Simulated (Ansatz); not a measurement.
Here is an unrelaxed guess for Al2BN3.

```xyz
6
Lattice="-1.6023 1.6023 6.7980 1.6023 -1.6023 6.7980 1.6023 1.6023 -6.7980" Properties=species:S:1:pos:R:3 pbc="T T T"
Al    0.0000    0.0000    9.0640
Al    0.0000    0.0000    4.5320
B     0.0000    0.0000    0.0000
N     1.6023    0.0000    5.6650
N     1.6023    0.0000    1.1330
N     0.0000    1.6023    3.3990
```

Method: DFT PBE, scalar-relativistic, plane waves, PAW in Ansatz. Plane waves to 420 eV, a k mesh through Γ of 8×8×8 on the computed 6-atom cell and Gaussian smearing (0.10 eV); no spin polarisation.

Formation energies are uncorrected and refer to the elements' standard structures at the same level (N₂ as a molecule).

Q: How far from equilibrium is it?

A: The pressure is -31.2 GPa (the mean over three directions, positive in compression), the largest force is 2.23 eV/Å, and the energy is −0.57 eV/atom against the elements. The shortest distance is 1.96 Å.

Q: How much does it gain on relaxing, and where does it end?

A: Relaxing gains about 0.44 eV/atom in 11 ionic steps and ends at −1.016 eV/atom on the finer mesh. The symmetry stays I-4m2 (No. 119). The volume per atom shrinks by 22.7 %, from 11.6 to 9.0 Å³. The shortest distance goes from 1.96 Å (Al–N and B–N) to 1.69 Å (B–N). Conventional cell: a = 2.908 Å, c = 12.762 Å. Al has 4 N at 1.86–1.87 Å; B is surrounded by 4 N at 1.69 Å; around N on a site of symmetry 2mm lie 2 B at 1.69 Å and 2 Al at 1.87 Å; 1 more site not described.

The last run used a 12×12×12 mesh for its 6-atom cell and Gaussian smearing of 0.02 eV. The relaxation can't lower the symmetry of the start. Symmetry constrained the relaxation, so the result can be a saddle point. Another cell of Al2BN3 relaxed alike, in Cm, lies 84 meV/atom lower, so this cell isn't the stable form at this level.
